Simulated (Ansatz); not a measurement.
# Infrared modes and screening in ZrSi3O8 (tetragonal HfO2 sites, Pmm2)

Perturbation theory with PBEsol in Ansatz on the PBEsol cell, ground state and force constants on a 6×4×4 mesh. Values at 0 K without nuclear motion; spin polarisation is off, and the phase may be a hypothetical one.

Space group Pmm2 (No. 25), orthorhombic; conventional cell a = 3.517 Å, b = 5.776 Å, c = 5.735 Å, 9.71 Å³ an atom. Si is surrounded by 6 O at 1.67–2.11 Å; Si is surrounded by 6 O at 1.65–1.99 Å; O is surrounded by 1 Si at 1.65 Å and 1 Zr at 1.88 Å; O is surrounded by 3 Si at 1.85–1.99 Å and 1 Zr at 2.38 Å; O is surrounded by 4 Si at 1.82–2.11 Å; O is surrounded by 2 Si at 1.67 Å; Zr is surrounded by 6 O at 1.88–2.38 Å; O is surrounded by 2 Si at 1.99 Å and 2 Zr at 2.03 Å (further sites aren't listed).

```yaml
crystal:
  lattice:
    - [3.51723, 0.00000, 0.00000]
    - [0.00000, 5.77580, 0.00000]
    - [0.00000, 0.00000, 5.73539]
  atoms:
    - { symbol: Si, position: [0.00000, 0.75334, 0.06138] }
    - { symbol: Si, position: [0.50000, 0.00000, 0.41613] }
    - { symbol: O, position: [0.50000, 0.79479, 0.61643] }
    - { symbol: O, position: [0.50000, 0.76698, 0.15998] }
    - { symbol: O, position: [0.00000, 0.00000, 0.33250] }
    - { symbol: O, position: [0.00000, 0.00000, 0.91053] }
    - { symbol: Si, position: [0.00000, 0.24666, 0.06138] }
    - { symbol: Zr, position: [0.50000, 0.50000, 0.47577] }
    - { symbol: O, position: [0.50000, 0.20521, 0.61643] }
    - { symbol: O, position: [0.50000, 0.23302, 0.15998] }
    - { symbol: O, position: [0.00000, 0.50000, 0.29781] }
    - { symbol: O, position: [0.00000, 0.50000, 0.89167] }
```

Optical modes without the longitudinal term (negative means imaginary):

| ω (cm⁻¹) | degeneracy | IR intensity, summed over the level ((D/Å)²/amu) |
| --- | --- | --- |
| -56 | 1 | 9.32 |
| 77 | 1 | 2.28 |
| 184 | 1 | 8.02 |
| 193 | 1 | 9.81 |
| 215 | 1 | 0.00 |
| 235 | 1 | 1.25 |
| 242 | 1 | 4.26 |
| 277 | 1 | 0.00 |
| 312 | 1 | 0.52 |
| 323 | 1 | 4.02 |
| 327 | 1 | 1.69 |
| 331 | 1 | 8.79 |
| 349 | 1 | 0.01 |
| 363 | 1 | 0.15 |
| 386 | 1 | 22.15 |
| 422 | 1 | 0.00 |
| 446 | 1 | 3.16 |
| 480 | 1 | 4.51 |
| 499 | 1 | 54.10 |
| 580 | 1 | 5.13 |
| 581 | 1 | 41.20 |
| 610 | 1 | 0.00 |
| 638 | 1 | 14.90 |
| 652 | 1 | 6.87 |
| 684 | 1 | 1.07 |
| 699 | 1 | 1.80 |
| 731 | 1 | 30.52 |
| 752 | 1 | 6.17 |
| 788 | 1 | 1.72 |
| 802 | 1 | 16.30 |
| 815 | 1 | 0.05 |
| 856 | 1 | 22.62 |
| 951 | 1 | 0.32 |

One optical level at Γ is imaginary (56i cm⁻¹, printed negative): the cell isn't a minimum and would distort. Of the real levels 28 are infrared active, the strongest at 499 cm⁻¹.

ε∞: 3.83, 4.30 and 3.60 along x, y and z. Born charges, averaged over directions: Si +3.88 to +3.90, O -2.25 to -1.74, Zr +4.40 e. The program notes that the ground state's band table doesn't vouch for all the bands that the response reads.

For comparison, on the r2SCAN cell the mean ε∞ is 3.64 with r2SCAN (ground state on 6×4×4; least gap 4.43 eV).
